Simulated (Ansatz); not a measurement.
**GaIr (Pm-3m): from strained cells to moduli**

```yaml
crystal:
  lattice:
    - [3.01981, 0.00000, 0.00000]
    - [0.00000, 3.01981, 0.00000]
    - [0.00000, 0.00000, 3.01981]
  atoms:
    - { symbol: Ga, position: [0.00000, 0.00000, 0.00000] }
    - { symbol: Ir, position: [0.50000, 0.50000, 0.50000] }
```

Unless marked otherwise, the numbers come from PBEsol, all-electron LAPW in Ansatz 0.2.0, scalar-relativistic. k mesh 14×14×14, strains of ±0.003, Fermi-Dirac smearing of 0.080 eV, basis error target 1 meV/atom. The cell was relaxed by PAW under this functional.

The cell is cubic and carries a residual pressure of 0.05 GPa at this level. Each strain component that symmetry leaves independent is applied at ±0.003, the ions relax wherever a strain frees them, and the stress (tension positive, GPa) is read. Shears are engineering strains, γ = 2ε.

```tsv
strain	size	σxx	σyy	σzz	σyz	σxz	σxy
xx	-0.003	-0.9702	-0.6960	-0.6960	0.0000	0.0000	0.0000
xx	+0.003	0.8121	0.6068	0.6068	0.0000	0.0000	0.0000
yz	-0.003	-0.0503	-0.0506	-0.0506	-0.2226	0.0000	0.0000
yz	+0.003	-0.0503	-0.0506	-0.0506	0.2226	0.0000	0.0000
```

A central difference gives one constant, for example C11 ≈ (0.8121 − (-0.9702))/(0.006) = 297.1 GPa; the program then imposes the crystal's symmetry on the whole matrix.

Task: What are the independent elastic constants?

Result: C11 = 297.1, C12 = 217.1, C44 = 74.2 GPa.

Task: Do they meet the Born conditions?

Result: C11 − C12 = 79.9, C11 + 2C12 = 731.3 and C44 = 74.2 GPa must all be positive, so the crystal is elastically stable; that says nothing yet of its phonons.

Task: What moduli does a random aggregate of grains have?

Result: B = (C11 + 2C12)/3 = 243.8 GPa. G_V = (C11 − C12 + 3C44)/5 = 60.5 and G_R = 5(C11 − C12)C44/(4C44 + 3(C11 − C12)) = 55.3, so G_H = 57.9 GPa. Then E = 9BG/(3B + G) = 160.9 GPa, ν = (3B − 2G)/(6B + 2G) = 0.390 and B/G = 4.21, on the ductile side of Pugh's 1.75 (a rule of thumb).

Task: With the density of 15.795 g/cm³, how fast does sound travel, and what Debye temperature follows?

Result: 

```csv
direction,slow (m/s),middle (m/s),fast (m/s)
[100],2167,2167,4337
[110],1591,2167,4580
[111],1803,1803,4658
```

The mean of v⁻³ over directions and branches gives v_m = 2154 m/s and θ_D = (ħ/k_B) v_m (6π²n)^(1/3) = 268 K, n being atoms per volume. Young's modulus spans 114 to 202 GPa over directions, and the universal anisotropy index is 0.47.

Task: How far do the constants move if PAW replaces LAPW in the same cell?

Result: 

```tsv
constant	LAPW (GPa)	PAW (GPa)	difference
C11	297.1	296.7	-0.4
C12	217.1	217.2	0.1
C44	74.2	74.2	0.0
```

Task: How far do the constants move if all-electron PAW (datasets made for the crystal) replaces LAPW in the same cell?

Result: 

| constant | LAPW (GPa) | all-electron PAW (datasets made for the crystal) (GPa) | difference |
| --- | --- | --- | --- |
| C11 | 297.1 | 297.0 | -0.1 |
| C12 | 217.1 | 217.2 | 0.1 |
| C44 | 74.2 | 74.1 | -0.1 |

Task: How do the constants change if the ions are clamped to the homogeneous strain?

Result: None moves by more than 0.3 GPa: by symmetry a homogeneous strain puts no force on these sites.

Task: What happens at 10 GPa (cell relaxed there)?

Result: The volume falls to 0.9632 of its value, and C11 = 360.3, C12 = 257.7, C44 = 93.9 GPa (slopes of the stress), in this structure whether or not another phase takes over.

Known limits: responses of metals move with mesh and smearing; no spin-orbit coupling on heavy atoms; the softest shear constant rests on one k mesh, and a soft shear can herald a distortion on cooling; the frozen-core PAW files of the compared runs were fitted under PBE, their cores solved anew for this functional.
